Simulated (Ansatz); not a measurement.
AgW (L1₀ or tetragonal B2, P4/mmm) at seven volumes, DFT-PBE in the program Ansatz with PAW potentials, shape and atoms relaxed at each. One row is withheld.

| V (Å³/atom) | P (GPa) |
|---|---|
| 15.034 | 22.61 |
| 15.530 | 13.68 |
| 16.026 | 6.22 |
| 16.521 | 0.00 |
| 17.017 | ? |
| 17.512 | -9.41 |
| 18.008 | -12.91 |

Q: Fit the shown pressures and predict the withheld one.

A: P = (3/2)B₀(x^(7/2) − x^(5/2))[1 + (3/4)(B′ − 4)(x − 1)] with x = (V₀/V)^(2/3). Least squares on the six rows gives V₀ = 16.523 Å³/atom, B₀ = 188 GPa, B′ = 5.17. At V = 17.017, x = 0.9806 and P = -5.13 GPa. The run itself gave -5.15 GPa.

The start of the workflow was typed in or built on a structure type; neither database checked (COD, Materials Project) lists it. Its standing as an ambient phase is unchecked. Symmetry was held in the PBE relaxation; its stability against distortions is not shown here. The run is not spin-polarised. Its formation energy is positive at this level, so the cell may be metastable or incomplete. Spin–orbit coupling is left out wherever it is not named.

Potentials: the earlier of the program's two PAW sets.
